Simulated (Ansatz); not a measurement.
InPt3:
```xyz
4
Lattice="4.0143 0.0000 0.0000 0.0000 4.0143 0.0000 0.0000 0.0000 4.0143" Properties=species:S:1:pos:R:3 pbc="T T T"
In     0.0000     0.0000     0.0000
Pt     0.0000     2.0072     2.0072
Pt     2.0072     0.0000     2.0072
Pt     2.0072     2.0072     0.0000
```

Relaxed with r²SCAN. Special points in fractions of this cell's reciprocal vectors: Γ (0.000, 0.000, 0.000); X (0.000, 0.500, 0.000); M (0.500, 0.500, 0.000); R (0.500, 0.500, 0.500).

Task: List the band energies nearest the Fermi level at these points for r²SCAN in the plane-wave PAW code Ansatz.

Result: In eV from the Fermi level; about four levels below and three above (degenerate sets whole), none deeper than 8.9 eV; points with the same levels are listed once.

```json
[
 {"k": "Γ", "below": "-2.13 -2.13 -2.13 -0.95 -0.95 -0.04", "above": "0.47 0.47 0.47"},
 {"k": "X", "below": "-2.07 -2.07 -1.98 -0.84", "above": "0.52 4.37 6.10 6.10"},
 {"k": "M", "below": "-1.90 -1.70 -1.55 -0.52", "above": "1.55 1.55 7.63"},
 {"k": "R", "below": "-1.86 -1.86 -1.86 -1.62 -1.62 -0.10", "above": "0.06 0.06 0.06"}
]
```

Space group Pm-3m (Cu3Au type). The workflow started from a Materials Project entry (that database holds measured and hypothetical structures alike); the Crystallography Open Database files this formula in space group No. 221, but the cells were not matched. Its standing as an ambient phase is unchecked. Symmetry was held in the r²SCAN relaxation; whether a distortion lowers the energy is not shown. The run is not spin-polarised. Scalar-relativistic: spin–orbit coupling is off unless named, which matters more the heavier the elements.

Potentials: the earlier of the program's two PAW sets.
